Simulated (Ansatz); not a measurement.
SnO built on the CsCl prototype, relaxed with r2SCAN, was run in Ansatz 0.2.0 under altered settings. All numbers are computed, without spin polarisation but where a row says otherwise.

```
Sn O
1.0
     3.10341    0.00000    0.00000
     0.00000    3.10341    0.00000
     0.00000    0.00000    3.10341
Sn O
1 1
Direct
  0.00000 0.00000 0.00000
  0.50000 0.50000 0.50000
```

The base run's other keys:
```yaml
kpoints:
  mp_grid: { grid: [6, 6, 6] }
hamiltonian:
  xc: r2scan
scf:
  occupations: { method: fixed }
  n_extra_bands: 4
```

It takes 7 iterations with 751 plane waves at 500 eV and 20 k points, and leaves a mean stress of +0.18 GPa. The gap over this mesh is 0.357 eV.

Outcomes, with energy and stress as changes against the base:
```csv
setting,outcome,ΔF (meV/atom),Δ mean stress (GPa),gap on the mesh (eV),iterations
basis.ecutwfc: 80,"converged, warned",+226354,-245.68,none,12
scf.mixing.ndim: 1,converged,0.0,0.00,0.357,18
"kpoints.mp_grid.grid: [2, 4, 6]","converged, warned",+1.0,+0.28,0.417,7
scf.occupations: methfessel_paxton 4,converged,+243,-1.98,–,9
scf.mixing.ndim: 2,converged,0.0,0.00,0.357,11
scf.n_extra_bands: 0,converged,0.0,0.00,0.357,7
scf.n_extra_bands: 24,converged,0.0,0.00,0.357,7
scf.mixing.beta: 1.9,refused,–,–,–,–
scf.occupations: fermi_dirac 0.05,converged,-0.1,-0.03,0.358,8
basis.ecutwfc: 250,"converged, warned",+1137,+4.47,0.391,8
hamiltonian.dispersion: d4,converged,-115,-0.81,0.357,7
scf.convergence.dr2_threshold: 0.01,"converged, warned",0.0,0.0,0.357,6
hamiltonian.xc: hse6,refused,–,–,–,–
hamiltonian.xc: mr2scan,converged,–,0.00,0.357,7
```
A dash marks a value that wasn't obtained or can't be compared. Stress is positive in compression. Its mean hides that meshes of lower symmetry stress the axes unequally.

- basis.ecutwfc: 80. 57 plane waves in place of 751. The free energy moves by +226354 meV an atom, the mean stress by -245.68 GPa and the gap on the mesh by -2.619 eV (no gap is left). The basis is too small: these are errors of the cutoff. Warned: band overlap at count, cutoff below recommended, metallic iterate.
- kpoints.mp_grid.grid: [2, 4, 6]. The free energy moves by +1.0 meV an atom, the mean stress by +0.28 GPa (single components by up to 6.1) and the gap on the mesh by +0.059 eV (to 0.417). The mesh breaks the crystal's symmetry, so the stress, and any force that symmetry no longer fixes, lose it too. The gap changes mostly because other points are sampled; a mesh that misses a band edge overestimates it. The mesh is too coarse. Warned: symmetry narrowed by mesh.
- scf.occupations: methfessel_paxton 4. The free energy moves by +243 meV an atom, the mean stress by -1.98 GPa and the gap on the mesh by +0.123 eV (to 0.480). The term −TS is +98 meV an atom, of a sign that arises since this scheme's broadening is partly negative. A width of 4 eV moves electrons across a gap of 0.36 eV: this is no longer the ground state.
- scf.mixing.beta: 1.9. The input is refused before any iteration. Error: invalid value for `scf.mixing.beta`: must be finite and in (0, 1]; got 1.9
- basis.ecutwfc: 250. 257 plane waves in place of 751. The free energy moves by +1137 meV an atom, the mean stress by +4.47 GPa and the gap on the mesh by +0.034 eV (to 0.391). The basis is too small: these are errors of the cutoff. Warned: cutoff below recommended.
- hamiltonian.dispersion: d4. The free energy moves by -115 meV an atom, the mean stress by -0.81 GPa and the gap on the mesh by 0.000 eV (to 0.357). A pairwise correction adds to energy, forces and stress and leaves the bands alone.
- scf.convergence.dr2_threshold: 0.01. It converges in 6 iterations against the base's 7. Even so loose a threshold leaves the results unchanged here, which can't be counted on. Warned: force scf threshold loose, stress scf threshold loose.
- hamiltonian.xc: hse6. It is rejected at once. Error: YAML parse error: line 12 column 7: hamiltonian.xc: unknown variant `hse6`, expected one of […]

Within 1 meV an atom, 0.1 GPa and 0.005 eV of the base stay: scf.mixing.ndim: 1; scf.mixing.ndim: 2; scf.n_extra_bands: 0; scf.n_extra_bands: 24; scf.occupations: fermi_dirac 0.05; scf.convergence.dr2_threshold: 0.01.

Spin-orbit coupling is left out, which matters wherever the heavy atoms make up the band edges.
